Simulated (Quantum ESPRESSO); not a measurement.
## AgCu4Nb2Ru in 6 site orders

Calculated results; nothing here was measured. They come from Quantum ESPRESSO 7.5, a public plane-wave density functional program. Each row is one single-point run on a made-up periodic cell of eight metal atoms, with elements, volume, strain and displacements drawn at random and not relaxed, so a cell may be unstable or far from any real phase. There is no spin polarisation or spin-orbit coupling.

Settings: PBE unless stated; PseudoDojo standard norm-conserving files; Fermi-Dirac width 0.25 eV, which means electrons at about 2900 K; cutoff 1252 eV; 5 x 5 x 5 k mesh shifted half a step off Gamma. E is the free energy of the whole cell (internal energy minus TS), so a -TS column is already part of it. Stress is positive in tension, and the pressure P is minus a third of its trace.

Checks: one run of this series was repeated at a higher cutoff and on a denser mesh, which moved values by no more than 0.005 eV, 0.07 GPa and 0.012 eV/Å, and a second program with other atomic files agreed on it to 2 % rms in force and 0.5 GPa in pressure. Known limits: the copper pseudopotential is less sure than most, with forces differing by about three percent and pressure by about two GPa from a second method on plain copper; a spin test at this wide smearing found no moment, but such smearing suppresses magnetism that the real alloy may have.

The lattice is hexagonal close-packed, and the cell vectors in Å are (0.019, -0.005, 4.600); (5.397, 0.009, 0.023); (-2.691, 4.643, -0.017), a volume of 115.38 Å³. The runs put one composition on the same eight displaced sites in different orders. E is counted from run 1, and the rms force is over all 24 components. Nothing is relaxed, so E mixes bonding between neighbours with strain on unrelaxed sites, and it is not an ordering energy.

| run | elements on sites 1 to 8 | E (eV) | -TS (eV) | rms force (eV/Å) | largest force (eV/Å) | P (GPa) |
|---|---|---|---|---|---|---|
| 1 | Cu Cu Ag Ru Cu Nb Nb Cu | 0.000 | -1.196 | 0.393 | 1.20 | 3.56 |
| 2 | Ag Cu Cu Cu Ru Cu Nb Nb | -0.313 | -1.106 | 0.546 | 1.54 | ? |
| 3 | Cu Ru Cu Cu Nb Cu Nb Ag | 0.043 | -1.161 | 0.517 | 1.52 | 4.45 |
| 4 | Cu Cu Nb Ag Nb Ru Cu Cu | -0.670 | -1.205 | 0.390 | 1.18 | 2.35 |
| 5 | Cu Ag Nb Ru Cu Cu Nb Cu | 0.260 | -1.270 | 0.255 | 0.68 | 5.29 |
| 6 | Ru Cu Cu Nb Nb Ag Cu Cu | 0.202 | -1.292 | 0.525 | 1.49 | 5.41 |

## Worked fit

A straight line through the runs shown gives P = 4.32 + 3.21 E GPa with E in eV, an error of 0.70 on the slope and a scatter of 0.52 GPa. At this fixed volume the orders of higher energy tend to have the higher pressure.

## Withheld value

Question: what pressure should run 2 give?

The fit gives 3.32 ± 0.61 GPa. The calculation gave 3.75 GPa.
